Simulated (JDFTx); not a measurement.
System: TiTe2(0001) (P-3m1 bulk; lattice of mp-1907, not re-optimised at this level), 1x1 cell of 6 atoms in 6 planes (Te outermost, slab composition Ti2Te4), area 12.67 Å² a face, 10.2 Å between the outermost planes in a cell 26.1 Å high; k mesh 6×6×1, Fermi width 0.01 Ha, no spin polarisation. Whether this polymorph is the ambient one wasn't checked. Neither spin polarisation nor a larger cell was tried.

Method: PBE, GBRV ultrasoft potentials, plane waves to 20/100 Ha, in JDFTx (a modified build). Liquid: CANDLE, water, 1 M NaCl; nuclei fixed. Potentials are counted from the potential of zero charge; σ repeats to about 1 %.

| U − U_pzc (V) | σ (μC/cm², per face) |
|---|---|
| 0.15 | 1.52 |
| 0.30 | withheld |
| 0.50 | 5.18 |
| 0.70 | 7.34 |

Task: Fit σ = C₀x + bx² (x = U − U_pzc) to the other rows by least squares, predict the withheld value, and compare with the run.

Result: The fit gives C₀ (μF/cm²) = 10.0, b (μF/cm²/V) = 0.635, with a root-mean-square miss of 0.00 μC/cm² on its own rows. It predicts 3.1 μC/cm²; the run gives 3.1 μC/cm², the same to these digits.
